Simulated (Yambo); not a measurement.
G0W0@LDA for NH₄Br (space group P-43m, No. 215) in Yambo. Reference settings: 4×4×4 Γ-centred k mesh, 141 bands and a 10 Ry block in the screening, 141 bands in G with the Bruneval-Gonze terminator, plasmon pole fitted at 27.2 eV. The LDA gap M → Γ on this mesh is 3.94 eV; G0W0 gaps are taken between the same points.

The settings were changed. The gap went from 6.55 eV to 6.63 eV, and the shift of the valence edge from -1.64 eV to -1.61 eV.

Question: Which change was made?
(A) 2×2×2 mesh
(B) 27 bands in W, 27 bands in G, 2 Ry block
(C) exchange cut at 10 Ry
(D) 27 bands in W, 27 bands in G, 4 Ry block

Answer: C, exchange cut at 10 Ry. The others gave (gap, valence shift): 2×2×2 mesh: 6.48, -1.55 eV; 27 bands in W, 27 bands in G, 2 Ry block: 6.24, -1.02 eV; 27 bands in W, 27 bands in G, 4 Ry block: 6.39, -1.13 eV.

Spin-orbit coupling is not included.

Geometry of the Materials Project entry, not relaxed at this level; primitive cell a = 4.0001 Å, b = 4.0001 Å, c = 4.0001 Å, α = 90.00°, β = 90.00°, γ = 90.00°.

A shift is the quasiparticle energy of the state minus its LDA energy.
